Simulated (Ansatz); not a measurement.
Hg (diamond, space group No. 227) under volume change, PBEsol in the plane-wave PAW code Ansatz, scaled uniformly.

| V (Å³/atom) | E − E(relaxed) (meV/atom) | P (GPa) |
|---|---|---|
| 32.814 | 20.2 | 2.37 |
| 33.895 | 7.8 | 1.32 |
| 34.977 | 1.7 | 0.54 |
| 36.059 | 0.0 | 0.00 |
| 37.141 | 1.2 | -0.34 |
| 38.222 | 4.7 | -0.72 |
| 39.304 | 10.6 | -0.96 |

Q: What does a third-order Birch–Murnaghan fit give for V₀, B₀ and B′?

A: V₀ = 36.07 Å³/atom, B₀ = 16.4 GPa, B′ = 9.1.

Space group Fd-3m (diamond). The start of the workflow was typed in or built on a structure type; neither database checked (COD, Materials Project) lists it. It is not the usual solid phase (space group No. 166). Symmetry was held in the PBEsol relaxation. At this level the phase is mechanically unstable. The substance is a gas or liquid at ambient conditions. The volume moved by -28 % from the start of the relaxation. Scalar-relativistic: spin–orbit coupling is off unless named, which matters more the heavier the elements.

Potentials: the later of the program's two PAW sets.
